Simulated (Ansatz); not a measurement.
Q: SiNi in space group Pnma (No. 62; Si on 4c, Ni on 4c) is relaxed with PBEsol in the plane-wave PAW code Ansatz. What lattice parameters of the conventional cell result?

A: a = 5.085 Å, b = 3.364 Å, c = 5.520 Å.

Q: Give the free coordinates with the occupied sites.

A: In one choice of origin and axes:

```csv
atom,site,symmetry,x,y,z
Si,4c,.m.,0.1789,0.2500,0.4128
Ni,4c,.m.,0.0094,0.2500,0.8126
```

Q: Is it a metal or does it have a gap at this level?

A: No gap at this level.

Symmetry was held in the PBEsol relaxation; of distortions, only those at the zone centre were tested. The run is not spin-polarised.

Potentials: the earlier of the program's two PAW sets.
